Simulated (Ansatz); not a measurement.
## Zone-centre phonons of B2O at 6 GPa: input and output

Level of theory: DFT PBE, scalar-relativistic, plane waves, PAW in Ansatz.

Launched with:
```bash
ansatz run input.yaml --threads 1 --pin off --max-ram 3072MiB --backend cpu --events-out ev --progress --plain --runs-dir out
```

Input (bare energies are in eV):
```yaml
crystal:
  lattice:
    - [2.5256147751, 0.0, 0.0]
    - [-1.2628073876, 2.1872465554, 0.0]
    - [0.0, 0.0, 9.1030505424]
  atoms:
    - { symbol: B, position: [0.0, 0.0, 0.4044668478] }
    - { symbol: B, position: [0.0, 0.0, 0.5955331522] }
    - { symbol: B, position: [0.6666666667, 0.3333333333, 0.0327811908] }
    - { symbol: B, position: [0.3333333333, 0.6666666667, 0.9672188092] }
    - { symbol: O, position: [0.6666666667, 0.3333333333, 0.343544171] }
    - { symbol: O, position: [0.3333333333, 0.6666666667, 0.656455829] }
basis:
  ecutwfc: 420
kpoints:
  mp_grid: { grid: [18, 18, 4] }
hamiltonian:
  xc: pbe
scf:
  occupations: { method: fermi_dirac, width: 0.15 }
output:
  eigenvalues: true
phonons:
  method: dfpt
  eigenvectors: true
```

The end of the output:
```
--- Phonons (Γ-DFPT): 6 representative perturbations + reference, on 353 of 1296 k-points (Σ response iterations 18) ---
  k mesh reduced under 2 symmetry operations, with k and −k counted as one. Each operation leaves every solved perturbation unchanged. A smaller set is not used because it would not reduce the number of displacements ...
  ASR residual: 7.860e-5 → 0.000e0 eV/Å²; symmetrization residual: 5.108e-5 eV/Å²
  ASR residual per site (eV/Å²): 4.70e-6 4.70e-6 7.86e-5 7.86e-5 1.17e-5 1.17e-5
  Γ frequencies (cm⁻¹): 0.00 0.00 0.00 41.23 41.23 134.84 309.68 309.68 469.48 582.55 711.11 711.11 730.49 730.49 907.08 1038.70 1038.70 1139.89
  non-analytic LO–TO correction: not included (Born effective charges unavailable; polar crystals: no LO–TO splitting at Γ)
```

The run took 2.4 min on 1 thread of Intel(R) Xeon(R) Platinum 8259CL CPU @ 2.50GHz (Skylake/Cascade Lake) (shared host), peak memory 1.3 GiB.

In a metal, frequencies and elastic constants depend on the k mesh and the smearing, soft modes and shear constants most. Spin polarisation was left out, and a magnetic state may lie lower. The crystal is built of layers and no dispersion correction was added, so the binding between them is poorly described, and with it their spacing and whatever depends on it. Other phases may be more stable at this pressure. A semilocal functional can close a gap that the real compound has.